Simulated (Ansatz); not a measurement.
Monolayer PbS (square, P4/nmm in the vacuum cell, 4 atoms) under equal strain ε along x and y, atoms relaxed, the program Ansatz at the r²SCAN+D4 level (PAW). Strained cells keep size and symmetry, so buckling is not allowed; words on stability below refer to the unstrained layer.

```
ε (%)  tension xx (N/m)
-----  ----------------
-4                -2.84
-2                    ?
0                 -0.01
2                  1.40
4                  2.67
```

Problem. Fit the shown tensions and predict the withheld one.

Solution. A parabola gives σ = 0.01 + 69.1ε + (-59)ε² N/m, whose slope estimates C11 + C12. At ε = -0.02 that is -1.40 N/m. The run itself gave -1.37 N/m.

The layer was cut from a bulk entry of the Materials Project (measured or hypothetical); whether that bulk phase is the ambient one, and whether the layer has been isolated, was not checked. The r²SCAN+D4 relaxation kept the symmetry of its start; whether a distortion lowers the energy is not shown. Spin–orbit coupling is left out wherever it is not named.

Potentials: the earlier of the program's two PAW sets.
